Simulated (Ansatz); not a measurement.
Input:

Pt:
```cif
data_Pt2
_chemical_formula_sum 'Pt2'
_space_group_name_H-M_alt 'P 1'
_space_group_IT_number 1
_cell_length_a 4.02188
_cell_length_b 4.02188
_cell_length_c 4.02188
_cell_angle_alpha 60.000
_cell_angle_beta 60.000
_cell_angle_gamma 60.000
loop_
_space_group_symop_operation_xyz
  'x, y, z'
loop_
_atom_site_label
_atom_site_type_symbol
_atom_site_fract_x
_atom_site_fract_y
_atom_site_fract_z
_atom_site_occupancy
Pt1 Pt 0.00000 0.00000 0.00000 1
Pt2 Pt 0.25000 0.25000 0.25000 1
```

This is the PBEsol-relaxed structure.

Question: All from DFT-PBEsol in the program Ansatz with PAW potentials, unless another level is named. Predict the bulk modulus (Birch–Murnaghan fit).

Answer: 136 GPa.

Question: What about the elastic constants (relaxed ions, GPa)?

Answer: C11 = 106, C12 = 152, C44 = 0.2.

Question: Give the highest zone-centre frequency.

Answer: 184 cm⁻¹.

Space group Fd-3m (diamond). The start of the workflow was typed in or built on a structure type; neither database checked (COD, Materials Project) lists it. It is not the phase usual at ambient conditions (space group No. 225). The cell was relaxed with PBEsol under the symmetry of its start. At this level the phase is mechanically unstable. The run is not spin-polarised. As this level gives no gap, shear constants depend on the k-mesh and smearing (Fermi–Dirac, 0.1 eV here). As this level gives no gap, phonon frequencies hold no LO–TO term and depend on the k-mesh and smearing (Fermi–Dirac, 0.1 eV here). On the denser mesh and wider smearing of the elastic run this cell carries a stress of 0.4 GPa. Spin–orbit coupling is left out wherever it is not named.

Potentials: the later of the program's two PAW sets.
